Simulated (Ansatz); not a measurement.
# Elastic constants of MgSc (Pm-3m), step by step

```xyz
2
Lattice="3.5643 0.0000 0.0000 0.0000 3.5643 0.0000 0.0000 0.0000 3.5643" Properties=species:S:1:pos:R:3 pbc="T T T"
Mg    0.0000    0.0000    0.0000
Sc    1.7821    1.7821    1.7821
```

Level of theory, where no other is named: PBEsol, all-electron LAPW in Ansatz 0.2.0, scalar-relativistic. k mesh 12×12×12, Fermi-Dirac smearing of 0.100 eV, basis error target 0.5 meV/atom. The cell was relaxed by PAW under this functional. This phase needn't be the one found at ambient conditions.

The cell is cubic and carries a residual pressure of -0.01 GPa at this level. Each strain component that symmetry leaves independent is applied at ±0.005 and ±0.01, the ions relax wherever a strain frees them, and the stress (tension positive, GPa) is read. Shears are engineering strains, γ = 2ε.

```tsv
strain	size	σxx	σyy	σzz	σyz	σxz	σxy
xx	-0.01	-0.6613	-0.4436	-0.4436	0.0000	0.0000	0.0000
xx	-0.005	-0.3196	-0.2145	-0.2145	0.0000	0.0000	0.0000
xx	+0.005	0.3293	0.2316	0.2316	0.0000	0.0000	0.0000
xx	+0.01	0.6371	0.4488	0.4488	0.0000	0.0000	0.0000
yz	-0.01	-0.0001	0.0101	0.0101	-0.5506	0.0000	0.0000
yz	-0.005	0.0078	0.0104	0.0104	-0.2754	0.0000	0.0000
yz	+0.005	0.0078	0.0104	0.0104	0.2754	0.0000	0.0000
yz	+0.01	-0.0001	0.0101	0.0101	0.5506	0.0000	0.0000
```

The slope is [8(σ(+δ) − σ(−δ)) − (σ(+2δ) − σ(−2δ))]/(12δ), and the program imposes the crystal's symmetry on the matrix.

Problem. What are the independent elastic constants?

Solution. C11 = 64.9, C12 = 44.6, C44 = 55.1 GPa.

Problem. Do they meet the Born conditions?

Solution. C11 − C12 = 20.3, C11 + 2C12 = 154.1 and C44 = 55.1 GPa must all be positive, so the crystal is elastically stable; that says nothing yet of its phonons.

Problem. What moduli does a random aggregate of grains have?

Solution. B = (C11 + 2C12)/3 = 51.4 GPa. G_V = (C11 − C12 + 3C44)/5 = 37.1 and G_R = 5(C11 − C12)C44/(4C44 + 3(C11 − C12)) = 19.9, so G_H = 28.5 GPa. Then E = 9BG/(3B + G) = 72.1 GPa, ν = (3B − 2G)/(6B + 2G) = 0.266 and B/G = 1.80, on the ductile side of Pugh's 1.75 (a rule of thumb).

Problem. With the density of 2.540 g/cm³, how fast does sound travel, and what Debye temperature follows?

Solution. 

| direction | slow (m/s) | middle (m/s) | fast (m/s) |
| --- | --- | --- | --- |
| [100] | 4657 | 4657 | 5054 |
| [110] | 1998 | 4657 | 6576 |
| [111] | 3145 | 3145 | 7010 |

The mean of v⁻³ over directions and branches gives v_m = 3519 m/s and θ_D = (ħ/k_B) v_m (6π²n)^(1/3) = 370 K, n being atoms per volume. Young's modulus spans 29 to 122 GPa over directions, and the universal anisotropy index is 4.34.

Problem. How far do the constants move if PAW replaces LAPW in the same cell?

Solution. 

```tsv
constant	LAPW (GPa)	PAW (GPa)	difference
C11	64.9	64.9	0.0
C12	44.6	44.6	0.0
C44	55.1	55.1	0.0
```

Problem. How do the constants change if the ions are clamped to the homogeneous strain?

Solution. None moves by more than 0.3 GPa: by symmetry a homogeneous strain puts no force on these sites.

Limits of these numbers: responses of metals move with mesh and smearing; the frozen-core PAW files of the compared runs were fitted under PBE, their cores solved anew for this functional.
